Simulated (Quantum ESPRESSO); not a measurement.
```cif
data_Li2S4Ta2
_chemical_formula_sum 'Li2 S4 Ta2'
_space_group_name_H-M_alt 'P 1'
_space_group_IT_number 1
_cell_length_a 3.34861
_cell_length_b 3.34861
_cell_length_c 12.88806
_cell_angle_alpha 90.000
_cell_angle_beta 90.000
_cell_angle_gamma 120.000
loop_
_space_group_symop_operation_xyz
  'x, y, z'
loop_
_atom_site_label
_atom_site_type_symbol
_atom_site_fract_x
_atom_site_fract_y
_atom_site_fract_z
_atom_site_occupancy
Li1 Li 0.00000 0.00000 0.50000 1
Li2 Li 0.00000 0.00000 0.00000 1
S1 S 0.66667 0.33333 0.62788 1
S2 S 0.33333 0.66667 0.37212 1
S3 S 0.33333 0.66667 0.12788 1
S4 S 0.66667 0.33333 0.87212 1
Ta1 Ta 0.00000 0.00000 0.75000 1
Ta2 Ta 0.00000 0.00000 0.25000 1
```

The geometry is that of Materials Project entry mp-1206881, symmetrised and not relaxed again.

What does PBEsol (Quantum ESPRESSO, PseudoDojo norm-conserving, 74 Ry, without SOC) give for the electronic structure near the Fermi level?

The PBEsol gap is indirect, 0.72 eV, from Γ to 43 % of the way from K to Γ; the smallest direct gap is 1.63 eV. Without spin-orbit coupling, band edges of such heavy elements can be off by tenths of an eV.

The structure is a Materials Project entry; no match was found in the copy of COD used, and its stability was not checked.
